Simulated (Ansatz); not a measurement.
Slab of rocksalt TaN (100), 1 layer

The slab is cut from the rocksalt crystal, which needn't be the stable phase, as relaxed on PAW files (10.77 Å³/atom), with 16 Å of vacuum and a dipole correction:

```
CELL_PARAMETERS angstrom
3.12339 0.00000 0.00000
0.00000 3.12339 0.00000
0.00000 0.00000 16.00000
ATOMIC_POSITIONS crystal
Ta 0.25000 0.25000 0.50000
N 0.75000 0.75000 0.50000
```

Computed with Ansatz 0.2.0; functional PBE, scalar-relativistic. Settings: a Γ-centred 13×13×1 k mesh, Fermi–Dirac smearing of 0.08 eV, no spin polarisation. Methods: LAPW: all electrons, basis error target 1 meV/atom; PAW: frozen-core files, cutoff 420 eV.

The bulk energy comes from a cell in the slab's orientation on a 13×13×9 mesh. The surface energy is (E(slab) − N·E(bulk))/2A at zero smearing, the mean of both faces; thin slabs carry quantum-size effects.

Spin–orbit coupling is left out, which matters for the heavy atoms.

Task: As cut, the LAPW slab lies 2.037 eV above 2 atoms of bulk. What surface energy is that?

Result: Over two faces of 9.76 Å² it is 104.4 meV/Å², and times 16.02 J/m² per eV/Å² that gives γ = 1.673 J/m².

```json
{"method": "LAPW", "γ as cut (J/m²)": "1.673", "Φ as cut (eV)": "4.59"}
{"method": "PAW", "γ as cut (J/m²)": "1.680", "Φ as cut (eV)": "4.59"}
```

Task: A field of 0.1 V/Å is applied along the normal, atoms held. What follows?

Result: LAPW finds an induced dipole of 0.0210 e·Å a cell (PAW 0.0210), that is 3.90 Å for 4πα over the area, against 0.00 Å between the outer atoms.

Task: What changes if the images along the normal are cut off in place of the dipole correction?

Result: LAPW then gives: no gap, work function 4.59 eV; PAW: no gap, work function 4.59 eV.
